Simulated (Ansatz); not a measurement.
Input:

Rh:
Space group Fd-3m, origin choice 1 (No. 227); a = 5.5121 Å, b = 5.5121 Å, c = 5.5121 Å, α = 90.00°, β = 90.00°, γ = 90.00°

```tsv
atom	site	symmetry	x	y	z
Rh	8b	-43m	0.5000	0.5000	0.5000
```
(The calculation used a cell of 2 atoms; values per cell refer to that cell.)

This is the PBE-relaxed structure.

Q: All from DFT-PBE in the program Ansatz with PAW potentials, unless another level is named. Estimate the density of states at the Fermi level.

A: 1.8 states/eV per atom (mean over ±0.08 eV).

Q: And the gap with spin–orbit coupling?

A: none (metallic).

A made-up cell: these elements were put on the sites of a structure type; neither database checked (COD, Materials Project) lists it. It is not the phase usual at ambient conditions (space group No. 225). The cell was relaxed with PBE under the symmetry of its start. At this level the phase is mechanically unstable. The run is not spin-polarised. Scalar-relativistic: spin–orbit coupling is off unless named, which matters more the heavier the elements.

Potentials: the later of the program's two PAW sets.
